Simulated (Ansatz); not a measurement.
AlBi2Se3 in space group P-3m1 (No. 164; Se on 2d, Bi on 2d, Se on 1a, Al on 1b), PBE+D3(BJ) in the plane-wave PAW code Ansatz, all energies at zero smearing, with the estimated change up to a 700 eV cutoff added, with one set of potentials and settings (totals compare only within such a set). Cell of 6 atoms (3 Se, 2 Bi, 1 Al): -41742.392 eV.

```json
[
 {"element": "Se", "reference phase": "P3_121, 3 atoms in the cell", "E (eV/atom)": "-5469.4069"},
 {"element": "Bi", "reference phase": "R-3m, 2 atoms in the cell", "E (eV/atom)": "-12397.0013"},
 {"element": "Al", "reference phase": "Fm-3m, 1 atoms in the cell", "E (eV/atom)": "-537.8444"}
]
```

Formation energy per atom, worked out: (-41742.392 − 3×(-5469.4069) − 2×(-12397.0013) − 1×(-537.8444))/6 = -0.387 eV/atom (-37 kJ per mol of atoms), at 0 K, without zero-point energy or fitted corrections.

The cell is a constructed one: a structure type filled with these elements; neither database checked (COD, Materials Project) lists it. Its standing as an ambient phase is unchecked. Symmetry was held in the PBE+D3(BJ) relaxation; of distortions, only those at the zone centre were tested, and some modes there are weakly imaginary. The references are the lowest solids computed at this level, not always the standard phases. Spin–orbit coupling is left out wherever it is not named.

Potentials: the later of the program's two PAW sets.
